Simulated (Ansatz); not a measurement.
# Notes on Hf3Ir5

```xyz
16
Lattice="5.6875 0.0000 0.0000 0.0000 10.9366 0.0000 0.0000 0.0000 4.3318" Properties=species:S:1:pos:R:3 pbc="T T T"
Ir    1.7233    4.1887    2.1659
Ir    3.9642    6.7479    2.1659
Ir    4.5670    1.2796    2.1659
Ir    1.1204    9.6570    2.1659
Hf    0.0000    0.0000    0.0000
Hf    2.8437    5.4683    0.0000
Hf    2.0077    1.4436    2.1659
Hf    3.6798    9.4930    2.1659
Hf    4.8514    4.0247    2.1659
Hf    0.8361    6.9120    2.1659
Ir    0.0000    5.4683    0.0000
Ir    2.8437    0.0000    0.0000
Ir    0.6768    2.5045    0.0000
Ir    5.0107    8.4321    0.0000
Ir    3.5205    2.9638    0.0000
Ir    2.1669    7.9728    0.0000
```

Method: r2SCAN, no spin polarisation; PAW, plane waves to 500 eV, 6×4×6 Γ-centred mesh, methfessel-paxton occupations (width 0.0589 eV) (Ansatz 0.2.0), atoms fixed.

**Question.** What do density and ELF say about some of the short contacts?

**Answer.** Ir–Hf at 2.56 Å: least valence density 0.53 e/Å³ and ELF 0.30 there. Ir–Ir at 2.88 Å: least valence density 0.34 e/Å³ and ELF 0.37 there. These are pseudo-fields; inside the PAW spheres they differ from the all-electron ones.

**Question.** Where is the largest force?

**Answer.** The largest is on Hf7 (and as large on other atoms): 1.67 eV/Å, components (-1.23, 1.12, 0.00). It makes 141° with the line to a nearest neighbour, Ir3 at 2.56 Å, pointing away from it.

**Question.** Metal or insulator?

**Answer.** It is a metal, with about 8.8 states/eV a cell as the mean within 0.25 eV of the Fermi level, mostly Ir d (70 %) and Hf d (16 %).

**Question.** What does the stress say?

**Answer.** The pressure is -2.6 GPa (compression positive), so with the atoms held at these fractions the cell would first shrink; the forces are large, so a full relaxation may end otherwise. The principal stresses -4.6, -3.5, 0.5 GPa differ, so its shape would change too.

Origin: a known structure type with other elements, at an estimated volume, so it need not be a known compound. Caveats: atoms or cell far from equilibrium.
